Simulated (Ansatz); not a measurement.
Relaxed-ion elastic tensor of CsSnI3 (cubic perovskite, Pm-3m) in GPa (Voigt order), plane-wave PAW PBE (Ansatz code); density 4.26 g/cm³, 49.33 Å³ per atom.

```
35.6   5.3   5.3   0.0   0.0   0.0
 5.3  35.6   5.3   0.0   0.0   0.0
 5.3   5.3  35.6   0.0   0.0   0.0
 0.0   0.0   0.0   4.5   0.0   0.0
 0.0   0.0   0.0   0.0   4.5   0.0
 0.0   0.0   0.0   0.0   0.0   4.5
```

Task: Is the crystal mechanically stable?

Result: Yes: the smallest eigenvalue of C is 4.5 GPa.

Task: Work out the Voigt, Reuss and Hill averages.

Result: K_V = 15.4, K_R = 15.4, K_H = 15.4; G_V = 8.7, G_R = 6.2, G_H = 7.5 GPa.

Task: Give Young's modulus, Poisson's ratio, Pugh's ratio and the universal anisotropy index.

Result: E = 9KG/(3K + G) = 19.3 GPa; ν = 0.29; K/G = 2.05 (ductile by the Pugh limit of 1.75); A_U = 5G_V/G_R + K_V/K_R − 6 = 2.04.

Task: Estimate the sound speeds and the Debye temperature.

Result: v_l = √((K + 4G/3)/ρ) = 2440 m/s, v_t = √(G/ρ) = 1330 m/s, mean 1480 m/s; Θ = (h/k)(3n/4πV)^(1/3) v_m = 120 K.

Task: Give the Zener ratio and Young's modulus along [100], [110] and [111].

Result: A = 2C44/(C11 − C12) = 0.29; 1/E = S11 − 2(S11 − S12 − S44/2)Γ with Γ = 0, 1/4, 1/3 gives 34.2, 14.5, 12.2 GPa.

This is a known high-temperature phase of the composition, computed here at zero pressure and temperature. The PBE relaxation kept the symmetry of its start; of distortions, only those at the zone centre were tested. Scalar-relativistic: spin–orbit coupling is off unless named, which matters more the heavier the elements.

Potentials: the later of the program's two PAW sets.
